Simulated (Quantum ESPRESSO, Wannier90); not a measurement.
Wannier functions of ZnSnP2 (chalcopyrite)

Cell from Materials Project (mp-4175), symmetrised, no further relaxation. Not found in the COD (Crystallography Open Database) copy used; not checked further. Level: PBEsol, no spin polarisation, no spin-orbit coupling; pw.x of Quantum ESPRESSO at 68 Ry with PseudoDojo potentials, 4×4×4 k-points, Wannier90. Density: 6×6×6 mesh, Gaussian smearing 0.01 Ry. Spin-orbit coupling is left out although heavy elements are present.

```
begin unit_cell_cart
ang
    5.6475000000    0.0000000000    0.0000000000
    0.0000000000    5.6475000000    0.0000000000
   -2.8237500000   -2.8237500000    5.6621700000
end unit_cell_cart
mp_grid = 4 4 4
```

Task: Which shells of neighbouring k-points and which b-vectors and weights does Wannier90 pick for this cell and mesh?

Result: 
```
 *---------------------------------- K-MESH ----------------------------------*
 +----------------------------------------------------------------------------+
 |                    Distance to Nearest-Neighbour Shells                    |
 |                    ------------------------------------                    |
 |          Shell             Distance (Ang^-1)          Multiplicity         |
 |          -----             -----------------          ------------         |
 |             1                   0.277419                      2            |
 |             2                   0.310809                      8            |
 |             3                   0.393350                      4            |
 |             4                   0.481337                      8            |
 |             5                   0.500525                      8            |
 |             6                   0.554839                      2            |
 |             7                   0.556280                      4            |
 |             8                   0.621618                      8            |
       ... (lines left out)
 +----------------------------------------------------------------------------+
 | The b-vectors are chosen automatically                                     |
 | The following shells are used:                       1,  2                 |
 +----------------------------------------------------------------------------+
 |                        Shell   # Nearest-Neighbours                        |
 |                        -----   --------------------                        |
 |                          1               2                                 |
 |                          2               8                                 |
 +----------------------------------------------------------------------------+
 | Completeness relation is fully satisfied [Eq. (B1), PRB 56, 12847 (1997)]  |
 +----------------------------------------------------------------------------+
 |                  b_k Vectors (Ang^-1) and Weights (Ang^2)                  |
 |                  ----------------------------------------                  |
 |            No.         b_k(x)      b_k(y)      b_k(z)        w_b           |
 |            ---        --------------------------------     --------        |
 |             1         0.000000    0.000000    0.277419     3.265185        |
 |             2         0.000000    0.000000   -0.277419     3.265185        |
 |             3         0.000000    0.278140    0.138710     3.231564        |
 |             4         0.278140    0.000000    0.138710     3.231564        |
 |             5         0.000000    0.278140   -0.138710     3.231564        |
 |             6         0.278140    0.000000   -0.138710     3.231564        |
 |             7         0.000000   -0.278140   -0.138710     3.231564        |
 |             8         0.000000   -0.278140    0.138710     3.231564        |
 |             9        -0.278140    0.000000   -0.138710     3.231564        |
 |            10        -0.278140    0.000000    0.138710     3.231564        |
```
